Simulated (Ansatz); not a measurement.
## Ansatz 0.2.0, single run: CaBi$_{2}$B$_{4}$I

The command:

```bash
ansatz run input.yaml --threads 1 --pin off --max-ram 2560MiB --backend cpu --events-out ev --progress --plain --runs-dir out
```

Input:

```yaml
crystal:
  lattice:
    - [3.809456, 0.0, 0.0]
    - [0.0, 3.809456, 0.0]
    - [0.0, 0.0, 9.283134]
  atoms:
    - { symbol: Bi, position: [0.5, 0.5, 0.7392] }
    - { symbol: Bi, position: [0.5, 0.5, 0.2608] }
    - { symbol: Ca, position: [0.0, 0.0, 0.0] }
    - { symbol: I, position: [0.0, 0.0, 0.5] }
    - { symbol: B, position: [0.5, 0.0, 0.854] }
    - { symbol: B, position: [0.0, 0.5, 0.854] }
    - { symbol: B, position: [0.5, 0.0, 0.146] }
    - { symbol: B, position: [0.0, 0.5, 0.146] }
  symmetry: { tolerance: 0.0003 }
kpoints:
  mp_grid: { grid: [5, 5, 2], shift: [0, 0, 0] }
magnetization:
  noncollinear: true
  spin_orbit: true
scf:
  occupations: { method: fermi_dirac }
hamiltonian:
  pseudopotentials: { kind: paw_fr }
  xc: pbe
basis:
  ecutwfc: 420
output:
  forces: true
  stress: true
  eigenvalues: true
```

Origin of the cell: a known structure type with other elements, at an estimated volume, so it need not be a known compound.

The smearing width isn't typed, so it takes its default of 0.1 eV.

Output (shortened):

```
SCF iter   1: F=—  HF=-34878.366467 eV  Δρ=2.02e-1  dr2=6.12e2  dr2_m=0.00e0 (ungated)  |M|=0.00e0 ∫|m|=0.00e0 μB  defer=10
SCF iter   2: F=—  HF=-34847.701356 eV  Δρ=1.43e-1  dr2=3.74e2  dr2_m=0.00e0 (ungated)  |M|=0.00e0 ∫|m|=0.00e0 μB  defer=30
SCF iter   3: F=—  HF=-34824.308070 eV  Δρ=8.74e-2  dr2=1.97e1  dr2_m=0.00e0 (ungated)  |M|=0.00e0 ∫|m|=0.00e0 μB  defer=10
SCF iter   4: F=—  HF=-34820.379837 eV  Δρ=5.08e-2  dr2=6.97e0  dr2_m=0.00e0 (ungated)  |M|=0.00e0 ∫|m|=0.00e0 μB  defer=34
SCF iter   5: F=—  HF=-34818.414726 eV  Δρ=1.03e-2  dr2=7.67e-1  dr2_m=0.00e0 (ungated)  |M|=0.00e0 ∫|m|=0.00e0 μB  defer=30
SCF iter   6: F=—  HF=-34818.344673 eV  Δρ=4.11e-3  dr2=1.87e-1  dr2_m=0.00e0 (ungated)  |M|=0.00e0 ∫|m|=0.00e0 μB  defer=28
SCF iter   7: F=—  HF=-34818.334580 eV  Δρ=1.81e-3  dr2=3.15e-2  dr2_m=0.00e0 (ungated)  |M|=0.00e0 ∫|m|=0.00e0 μB  defer=28
SCF iter   8: F=—  HF=-34818.332847 eV  Δρ=1.00e-3  dr2=5.82e-3  dr2_m=0.00e0 (ungated)  |M|=0.00e0 ∫|m|=0.00e0 μB  defer=28
SCF iter   9: F=—  HF=-34818.331952 eV  Δρ=3.76e-4  dr2=6.31e-4  dr2_m=0.00e0 (ungated)  |M|=0.00e0 ∫|m|=0.00e0 μB  defer=28
SCF iter  10: F=—  HF=-34818.331783 eV  Δρ=9.62e-5  dr2=3.07e-5  dr2_m=0.00e0 (ungated)  |M|=0.00e0 ∫|m|=0.00e0 μB  defer=28
SCF iter  11: F=—  HF=-34818.331656 eV  Δρ=2.23e-5  dr2=1.63e-6  dr2_m=0.00e0 (ungated)  |M|=0.00e0 ∫|m|=0.00e0 μB  defer=28
SCF iter  12: F=—  HF=-34818.331656 eV  Δρ=8.19e-6  dr2=1.90e-7  dr2_m=0.00e0 (ungated)  |M|=0.00e0 ∫|m|=0.00e0 μB  defer=28
SCF iter  13: F=-34818.331656 eV  HF=-34818.331656 eV  Δρ=2.91e-6  dr2=2.12e-8  dr2_m=0.00e0 (ungated)  |M|=0.00e0 ∫|m|=0.00e0 μB
SCF 1 converged in 13 iterations: F = -34818.331656 eV  dr2 = 2.12e-8
SCF converged after 13 iterations
Magnetization: |M| = 0.0000 μB,  M = (+0.0000, +0.0000, +0.0000) μB
Absolute magnetization: 0.0000 μB (∫|m|)
  site 0: m = (+0.0000, +0.0000, +0.0000) μB, |m| = 0.0000 μB  (R = 0.90 Å)
  site 1: m = (+0.0000, +0.0000, +0.0000) μB, |m| = 0.0000 μB  (R = 0.90 Å)
  site 2: m = (+0.0000, +0.0000, +0.0000) μB, |m| = 0.0000 μB  (R = 0.96 Å)
  site 3: m = (+0.0000, +0.0000, +0.0000) μB, |m| = 0.0000 μB  (R = 1.44 Å)
  site 4: m = (+0.0000, +0.0000, +0.0000) μB, |m| = 0.0000 μB  (R = 0.90 Å)
  site 5: m = (+0.0000, +0.0000, +0.0000) μB, |m| = 0.0000 μB  (R = 0.90 Å)
  site 6: m = (+0.0000, +0.0000, +0.0000) μB, |m| = 0.0000 μB  (R = 0.90 Å)
  site 7: m = (+0.0000, +0.0000, +0.0000) μB, |m| = 0.0000 μB  (R = 0.90 Å)
Free energy (F): -34818.331656 eV
Harris-Foulkes:  -34818.331656 eV  (|F-HF|=4.15e-9)
Internal energy: -34818.198837 eV  (E = F + TS)
E sigma→0 (E₀):  -34818.265246 eV
Entropy (-TS):   -0.132819 eV (-16.602 meV/atom)
Fermi energy:    11.309073 eV
--- Per-component energies (eV) ---
  E_band       = -485.569443
  E_kinetic    = 1278.089932
  E_local      = -5205.104305  (includes V_loc(G=0)·N_el)
  E_nonlocal   = 1158.107759
  E_hartree    = 2049.262772
  E_xc         = -699.863273
  E_vxc        = -745.706458  (∫ρ·V_xc dr)
  E_paw        = -27407.611575  (= ΣΔE_a)
  E_vpaw       = -1069.477374  (= ΣTr[D̂ρ^β])
  E_aug_tail   = -0.000867  (compensation charges beyond the density's cutoff)
  E_ewald      = -5991.079282
  E_smearing   = -0.132819  (= −TS)
  Σ components = -34818.331656   (vs F -34818.331656, Δ=0.00e0)
--- Forces (eV/Å), atoms counted from 1 ---
  atom   1  Bi     0.000000     0.000000    -4.823704
  atom   2  Bi     0.000000     0.000000     4.823704
  atom   3  Ca     0.000000     0.000000     0.000000
  atom   4  I      0.000000     0.000000     0.000000
  atom   5  B      0.000000     0.000000     1.890697
  atom   6  B      0.000000     0.000000     1.890697
  atom   7  B      0.000000     0.000000    -1.890697
  atom   8  B      0.000000     0.000000    -1.890697
  max |Σ_I F_I| component: 2.22e-16 eV/Å
--- Stress (GPa, compression-positive) ---
       33.152971       0.000000       0.000000
        0.000000      33.152971       0.000000
        0.000000       0.000000      25.427258
  P = ⅓ Tr σ = 30.5777 GPa (305.777 kbar)
```

Caveats: no moments, though an odd count or open d shells may carry them; the given cell is far from equilibrium, with atoms too close or a volume far off; the k mesh is coarse if the cell is a metal.

The run took 38 s on 1 thread of Arm Neoverse V2, on a shared host, peak memory 0.76 GiB, from the program's own first density.
